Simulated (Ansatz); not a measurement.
Zr, DFT, LDA, all-electron LAPW, scalar-relativistic (Ansatz 0.2.0), run on 1 thread of Intel(R) Xeon(R) 6975P-C (Granite Rapids) on a shared host.

The geometry is COD entry 9008523, unchecked; take it as a test cell. The listed cell was then made from it by scaling, straining or moving an atom.

Command: `ansatz run input.yaml --threads 1 --pin off --max-ram 3072MiB --backend cpu --events-out ev --progress --plain --runs-dir out`

```yaml
crystal:
  lattice:
    - [3.2643182047, 0.0, 0.0]
    - [-1.6321591023, 2.8269824913, 0.0]
    - [0.0, 0.0, 5.147]
  atoms:
    - { symbol: Zr, position: [0.3333333333, 0.6666666667, 0.25] }
    - { symbol: Zr, position: [0.6666666667, 0.3333333333, 0.75] }
kpoints:
  mp_grid: { grid: [13, 13, 7] }
  band_path:
    path:
      - [0.0, 0.0, 0.0]
      - [0.5, 0.0, 0.0]
      - [0.3333333333, 0.3333333333, 0.0]
      - [0.0, 0.0, 0.0]
      - [0.0, 0.0, 0.5]
      - [0.5, 0.0, 0.5]
      - [0.3333333333, 0.3333333333, 0.5]
      - [0.0, 0.0, 0.5]
      - [0.5, 0.0, 0.5]
    npoints: 5
scf:
  occupations: { method: fermi_dirac, width: 0.03 }
hamiltonian:
  xc: lda
  pseudopotentials: { kind: all_electron, lapw: { basis_error: 0.00025 } }
output:
  forces: true
  stress: true
  eigenvalues: true
```

Q: How large is the problem that the program sets up?

A: 84 irreducible k-points, 311 plane waves at Γ, 34 bands.

Q: About how long does it take, and how much memory does it use?

A: 14 s of wall time for 8 SCF iterations, with a peak of 0.45 GiB. Times on shared machines scatter by tens of per cent.
